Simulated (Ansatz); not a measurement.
Here is the system:

GePt:
```
GePt
1.0
    5.73849     0.00000     0.00000
    0.00000     3.71572     0.00000
    0.00000     0.00000     6.06532
Pt Ge
4 4
Direct
  0.00092   0.25000   0.19083
  0.49908   0.75000   0.69083
  0.50092   0.25000   0.30917
  0.99908   0.75000   0.80917
  0.18456   0.25000   0.58907
  0.31544   0.75000   0.08907
  0.68456   0.25000   0.91093
  0.81544   0.75000   0.41093
```

This is the PBEsol-relaxed structure.

### Question
All from PBEsol in the plane-wave PAW code Ansatz, unless another level is named. Estimate the electronic character.

### Answer
metallic (no gap).

### Question
Give the formation energy from the elements (no fitted shifts).

### Answer
-0.51 eV/atom.

### Question
Give the density of states at the Fermi level.

### Answer
0.24 states/eV per atom (mean over ±0.08 eV).

### Question
Give the gap with spin–orbit coupling.

### Answer
none (metallic).

Space group Pnma. The PBEsol relaxation kept the symmetry of its start. No spin polarisation was allowed. The references are the lowest solids computed at this level, not always the standard phases. Spin–orbit coupling is left out wherever it is not named.

Potentials: the later of the program's two PAW sets.
